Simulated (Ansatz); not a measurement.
Al$_{2}$O$_{3}$:
```
CELL_PARAMETERS angstrom
      4.83492    -2.75525     0.00000
      4.83492     2.75525     0.00000
      0.00000     0.00000     4.92958
ATOMIC_POSITIONS crystal
  Al 0.99259 0.67127 0.43170
  Al 0.00741 0.32873 0.93170
  Al 0.32873 0.00741 0.43170
  Al 0.67127 0.99259 0.93170
  O  0.78098 0.21902 0.98915
  O  0.21902 0.78098 0.48915
  O  0.89871 0.65905 0.08759
  O  0.10129 0.34095 0.58759
  O  0.34095 0.10129 0.08759
  O  0.65905 0.89871 0.58759
```

Relaxed with r²SCAN. Independent-particle spectrum: no excitons, no local fields, no scissors shift; 0.1 eV broadening; ε₁ of the summed bands alone.

Question: Tabulate the dielectric function from DFT-r²SCAN in the program Ansatz with PAW potentials.

Answer: 

```tsv
E (eV)	ε₁ xx	ε₂ xx	ε₁ yy	ε₂ yy	ε₁ zz	ε₂ zz
0.0	2.31	0.00	2.31	0.00	2.37	0.00
0.3	2.31	0.00	2.31	0.00	2.37	0.00
0.6	2.32	0.00	2.32	0.00	2.37	0.00
0.9	2.32	0.00	2.32	0.00	2.38	0.00
1.2	2.33	0.00	2.33	0.00	2.38	0.00
1.5	2.34	0.00	2.34	0.00	2.39	0.00
1.8	2.35	0.00	2.35	0.00	2.40	0.00
2.1	2.36	0.00	2.36	0.00	2.42	0.00
2.4	2.38	0.00	2.38	0.00	2.43	0.00
2.7	2.39	0.00	2.40	0.00	2.45	0.00
3.0	2.41	0.00	2.42	0.00	2.48	0.00
3.3	2.44	0.00	2.45	0.00	2.50	0.00
3.6	2.46	0.00	2.48	0.00	2.54	0.00
3.9	2.49	0.00	2.52	0.00	2.58	0.00
4.2	2.53	0.00	2.56	0.00	2.62	0.00
4.5	2.57	0.00	2.62	0.00	2.68	0.00
4.8	2.62	0.00	2.71	0.00	2.76	0.00
5.1	2.68	0.00	2.83	0.12	2.89	0.04
5.4	2.75	0.00	2.83	0.20	3.01	0.11
5.7	2.84	0.01	2.85	0.23	3.04	0.29
6.0	2.95	0.03	2.91	0.27	3.03	0.37
6.3	3.09	0.05	2.99	0.30	3.07	0.41
6.6	3.32	0.10	3.15	0.47	3.13	0.55
6.9	3.48	0.43	3.10	0.65	3.10	0.64
7.2	3.48	0.63	3.05	0.74	3.11	0.69
7.5	3.47	0.82	3.03	0.80	3.17	0.75
7.8	3.47	0.92	3.05	0.83	3.18	0.83
8.1	3.54	1.06	3.19	1.00	3.34	0.97
8.4	3.62	1.27	3.09	1.20	3.31	1.22
8.7	3.69	1.57	2.93	1.29	3.19	1.34
9.0	3.68	2.07	2.99	1.32	3.25	1.41
9.3	3.42	2.37	3.05	1.53	3.39	1.68
9.6	3.00	3.17	2.81	1.74	3.10	2.09
9.9	2.46	3.03	2.56	1.78	2.78	2.07
10.2	1.66	2.96	2.38	1.73	2.48	2.21
10.5	1.43	2.22	2.48	1.41	2.47	1.60
10.8	1.41	1.99	2.49	1.73	2.80	1.89
11.1	1.71	1.90	2.61	1.55	3.02	2.14
11.4	1.12	1.95	2.77	1.84	2.56	2.44
11.7	1.21	1.45	2.59	2.05	3.09	2.60
12.0	1.56	1.16	2.65	2.46	2.05	3.70
```

With all bands, ε∞ without local fields is 2.45 (xx), 2.44 (yy), 2.50 (zz). DFPT, with local fields, gives 2.43 (xx), 2.41 (yy), 2.48 (zz).

Space group Cmc2_1. The workflow started from a Materials Project entry (that database holds measured and hypothetical structures alike); the Crystallography Open Database copy checked does not list it. It is not the phase usual at ambient conditions (space group No. 167). The r²SCAN relaxation kept the symmetry of its start; its stability against distortions is not shown here.

Potentials: the later of the program's two PAW sets.
